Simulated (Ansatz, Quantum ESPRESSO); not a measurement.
**NbSi: energy against volume and a worked fit**

```cif
data_structure
_symmetry_space_group_name_H-M 'Fm-3m'
_symmetry_Int_Tables_number 225
_cell_length_a 5.1477
_cell_length_b 5.1477
_cell_length_c 5.1477
_cell_angle_alpha 90.000
_cell_angle_beta 90.000
_cell_angle_gamma 90.000
_cell_volume 136.40
loop_
_atom_site_label
_atom_site_type_symbol
_atom_site_symmetry_multiplicity
_atom_site_Wyckoff_symbol
_atom_site_fract_x
_atom_site_fract_y
_atom_site_fract_z
_atom_site_occupancy
Nb1 Nb 4 a 0.00000 0.00000 0.00000 1
Si1 Si 4 b 0.50000 0.00000 0.00000 1
```

The cell comes from a database or a generator and needn't be the stable form of this composition.

The cell was scaled at fixed shape and fractions and run with Quantum ESPRESSO, SSSP 1.3 efficiency PBE, cutoff 748 eV; PBE, k mesh 9 × 9 × 9 on the cell of 2 atoms, fermi-dirac occupations of 0.05 eV, no spin polarisation, no spin-orbit coupling. Energies are those that the program minimises, any entropy of the smearing included. For a metal such a mesh isn't converged to the digits shown.

```tsv
V (Å³/atom)	energy over the lowest row (meV/atom)
16.0276	32.15
16.3686	?
16.7096	3.40
17.0506	0.00
17.3916	3.01
17.7326	11.84
18.0736	25.91
```

Question: Fit the third-order Birch-Murnaghan form, give V0, B0 and B′, and predict the energy left open.

Answer: With y = (V0/V)^(2/3), E = E0 + (9 V0 B0/16) [(y - 1)³ B′ + (y - 1)² (6 - 4y)]. Least squares through the rows shown give V0 = 17.0552 Å³/atom, E0 = 0.00 meV, B0 = 150.2 GPa (1 eV/Å³ = 160.218 GPa) and B′ = 3.94, with a largest miss of 0.01 meV. At V = 16.3686 the form with these constants gives 13.86 meV; the run gave 13.87 meV an atom. Other set-ups at this level, from all their volumes (Å³/atom, GPa): Ansatz, Ansatz PAW (earlier soft set): V0 17.050, B0 150.4.
